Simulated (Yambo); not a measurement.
NaCaIrH$_{6}$ (space group F-43m, No. 216), G0W0@LDA in Yambo; all else as in the reference (4×4×4 Γ-centred k mesh, bands 6 to 140 and a 7 Ry block in the screening, 140 bands in G with the Bruneval-Gonze terminator, plasmon pole fitted at 27.2 eV). One parameter is varied: the cutoff of the exchange sum, over 5, 10, 20, 40, 88 Ry.

Task: From which value on does the gap W → X stay within 0.05 eV of the largest setting?

Result: From 40 Ry on.
```json
[
 {"cutoff of the exchange sum (Ry)": "5", "G0W0 gap (eV)": "3.67", "valence shift (eV)": "2.49"},
 {"cutoff of the exchange sum (Ry)": "10", "G0W0 gap (eV)": "4.26", "valence shift (eV)": "0.92"},
 {"cutoff of the exchange sum (Ry)": "20", "G0W0 gap (eV)": "4.68", "valence shift (eV)": "-0.21"},
 {"cutoff of the exchange sum (Ry)": "40", "G0W0 gap (eV)": "4.78", "valence shift (eV)": "-0.52"},
 {"cutoff of the exchange sum (Ry)": "88", "G0W0 gap (eV)": "4.79", "valence shift (eV)": "-0.53"}
]
```
The last step of the sweep still moves the gap by 3 meV; the other settings are held fixed.

Spin-orbit coupling is not included.

Geometry of the Materials Project entry, not relaxed at this level; primitive cell a = b = c = 5.110 Å, α = β = γ = 60.00°.

The structure is a Materials Project entry; no match was found in the copy of COD used, and its stability was not checked.

A shift is the quasiparticle energy of the state minus its LDA energy.
